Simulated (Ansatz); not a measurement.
Level of theory: Ansatz 0.2.0, DFT PBE, scalar-relativistic, plane waves, PAW. All cells share a 420 eV cutoff and Γ-centred k meshes spaced at most about 0.3 Å⁻¹ (about 0.25 or finer for metals, 2π included). No spin polarisation in the final relaxations.

These are static total energies at zero pressure.

Two relaxed structures of Sn₂H:

1.

```yaml
crystal:
  lattice:
    - [3.61941, 0.00000, 0.00000]
    - [-1.80970, 3.13450, 0.00000]
    - [0.00000, 0.00000, 10.75618]
  atoms:
    - { symbol: Sn, position: [0.00000, 0.00000, 0.50000] }
    - { symbol: Sn, position: [0.00000, 0.00000, 0.00000] }
    - { symbol: Sn, position: [0.66667, 0.33333, 0.25000] }
    - { symbol: Sn, position: [0.33333, 0.66667, 0.75000] }
    - { symbol: H, position: [0.66667, 0.33333, 0.75000] }
    - { symbol: H, position: [0.33333, 0.66667, 0.25000] }
```

2.

```yaml
crystal:
  lattice:
    - [3.15693, 0.00000, 0.00000]
    - [0.00000, 3.15693, 0.00000]
    - [0.00000, 0.00000, 6.14386]
  atoms:
    - { symbol: Sn, position: [0.50000, 0.50000, 0.24303] }
    - { symbol: Sn, position: [0.50000, 0.50000, 0.75697] }
    - { symbol: H, position: [0.00000, 0.00000, 0.00000] }
```

Question: Which is lower in energy, and by how much?

Answer: Cell 1 is lower, by 149 meV/atom. Cell 1 has space group P6_3/mmc (No. 194), 20.3 Å³/atom and no gap on its mesh; cell 2 has space group P4/mmm (No. 123), 20.4 Å³/atom and no gap. Counting H atoms around Sn (those within 1.25 times the shortest such distance or 1.15 times the sum of covalent radii; the shortest distance is added where it is long for a bond; a slash parts the counts of unlike sites), cell 1 has Sn 3/6 from 3.4 Å and cell 2 has Sn 4 from 2.7 Å. Even the lower one lies +0.34 eV/atom against the reference forms of the elements (uncorrected), so neither is stable at this level. In cell 1, Sn on a site of symmetry -3m is surrounded by 6 H at 3.41 Å, 6 Sn at 3.41 Å and 6 Sn at 3.62 Å; Sn on a site of symmetry -6m2 has 3 H at 2.09 Å and 6 Sn at 3.41 Å; H is surrounded by 3 Sn at 2.09 Å and 6 Sn at 3.41 Å. In cell 2, Sn has 4 H at 2.69 Å and 6 Sn at 2.99–3.16 Å; around H lie 8 Sn at 2.69 Å and 4 H at 3.16 Å. Both come from invented guesses. A third cell relaxed alike, in P1, lies 104 meV/atom below the lower of the two.

With hydrogen, zero-point motion can shift such differences by 10 meV/atom or more. A magnetic state wasn't ruled out in cells without spin, among them P4/mmm. Cells relaxed within their symmetry can be saddle points.
